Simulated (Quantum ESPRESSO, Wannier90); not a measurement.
# K$_{2}$Pt (Fm-3m): Wannier90 run

```xyz
3
Lattice="0.0000 3.7815 3.7815 3.7815 0.0000 3.7815 3.7815 3.7815 0.0000" Properties=species:S:1:pos:R:3 pbc="T T T"
K     -1.8907    -1.8907    -1.8907
K      1.8907     1.8907     1.8907
Pt     0.0000     0.0000     0.0000
```

Cell from Materials Project (mp-1062676), symmetrised, no further relaxation. Not found in the COD (Crystallography Open Database) copy used; not checked further. Level: PBEsol, no spin polarisation, no spin-orbit coupling; pw.x of Quantum ESPRESSO at 68 Ry with PseudoDojo potentials, 4×4×4 k-points, Wannier90. Density: 10×10×10 mesh, cold smearing 0.01 Ry. Spin-orbit coupling is left out although heavy elements are present.

Band 13 is isolated and gives one Wannier function a cell (Pt3 6s 66 %, K2 4s 14 %, K1 4s 14 %; spread 4.00 Å²). Its on-site energy is ε = -1.129 eV relative to the valence-band maximum, and its hoppings t(R) = t(−R) to the nearer images are (images within this range that aren't listed have |t| under 5 meV):

```csv
R (lattice vectors; −R alike),distance (Å),t (eV)
0 0 1,5.35,-0.110
0 1 -1,5.35,-0.110
0 1 0,5.35,-0.110
1 -1 0,5.35,-0.110
1 0 -1,5.35,-0.110
1 0 0,5.35,-0.110
1 -1 -1,7.56,0.006
1 -1 1,7.56,0.006
1 1 -1,7.56,0.006
```

Question: Work out the band energy at Γ, X, U, K from these numbers.

Answer: For one orbital E(k) = ε + Σ_R 2 t(R) cos(2π k·R), the sum over the listed R.
- Γ, k = (0.000, 0.000, 0.000): E = -1.129 + (-0.110)·(12.00) + (0.006)·(6.00) = -2.41 eV; pw.x: -2.28 eV
- X, k = (0.500, 0.000, 0.500): E = -1.129 + (-0.110)·(-4.00) + (0.006)·(6.00) = -0.65 eV; pw.x: -0.64 eV
- U, k = (0.625, 0.250, 0.625): E = -1.129 + (-0.110)·(-3.66) + (0.006)·(2.00) = -0.71 eV; pw.x: -0.69 eV
- K, k = (0.375, 0.375, 0.750): E = -1.129 + (-0.110)·(-3.66) + (0.006)·(2.00) = -0.71 eV; pw.x: -0.69 eV

At these points the listed shells miss the plane-wave band by up to 0.14 eV, of a width of 1.64 eV on the path. With all its hoppings the model misses the band by 16 meV at worst on the whole path, so most of the miss comes from the hoppings not listed.
